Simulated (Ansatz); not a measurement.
CoSi2 (fluorite type, space group Fm-3m)

Space group Fm-3m (No. 225); a = 5.360 Å, b = 5.360 Å, c = 5.360 Å, α = 90.00°, β = 90.00°, γ = 90.00°

```
atom  site  symmetry       x       y       z
----  ----  --------  ------  ------  ------
Co      4a      m-3m  0.0000  0.0000  0.0000
Si      8c      -43m  0.2500  0.2500  0.2500
```
(The calculation used a cell of 3 atoms; values per cell refer to that cell.)

This relaxed cell (volume V₀) is scaled evenly in all directions, its shape held. Symmetry pins the atoms to their sites.

All values below come from PBE (plane waves to 420 eV, PAW, scalar-relativistic; Ansatz, a program for electronic structure). k mesh 15×15×15 (Γ-centred), Fermi-Dirac smearing 0.05 eV. E stands for the smeared free energy. CoSi2 is run without spin polarisation. CoSi2 was relaxed with its symmetry unable to fall. The PAW data are Ansatz's earlier set. The zero of ΔE is the relaxed starting cell. The last digit holds for this mesh only.

```json
[
 {"V (Å³/atom)": "10.781", "ΔE (meV/atom)": "252.5"},
 {"V (Å³/atom)": "11.124", "ΔE (meV/atom)": "165.8"},
 {"V (Å³/atom)": "11.466", "ΔE (meV/atom)": "100.4"},
 {"V (Å³/atom)": "11.808", "ΔE (meV/atom)": "53.6"},
 {"V (Å³/atom)": "12.151", "ΔE (meV/atom)": "22.6"},
 {"V (Å³/atom)": "12.493", "ΔE (meV/atom)": "5.4"},
 {"V (Å³/atom)": "12.835", "ΔE (meV/atom)": "0.0"},
 {"V (Å³/atom)": "13.177", "ΔE (meV/atom)": "4.9"},
 {"V (Å³/atom)": "13.519", "ΔE (meV/atom)": "18.5"},
 {"V (Å³/atom)": "13.862", "ΔE (meV/atom)": "39.8"},
 {"V (Å³/atom)": "14.204", "ΔE (meV/atom)": "67.3"},
 {"V (Å³/atom)": "14.546", "ΔE (meV/atom)": "99.9"},
 {"V (Å³/atom)": "14.889", "ΔE (meV/atom)": "136.5"}
]
```

What is the fitted pressure derivative B₀′?

4.7.

What bulk modulus B₀ follows from a third-order Birch-Murnaghan fit?

177 GPa. Check by three points about V = 12.835 Å³/atom, step 0.684: d²E/dV² ≈ (23 − 2·0 + 19) meV / 0.684² = 0.0896 eV/Å⁶, and V·d²E/dV² × 160.2 = 184 GPa.

(Under strain, the slope of the energy per volume gives the stress and its curvature an elastic modulus.)
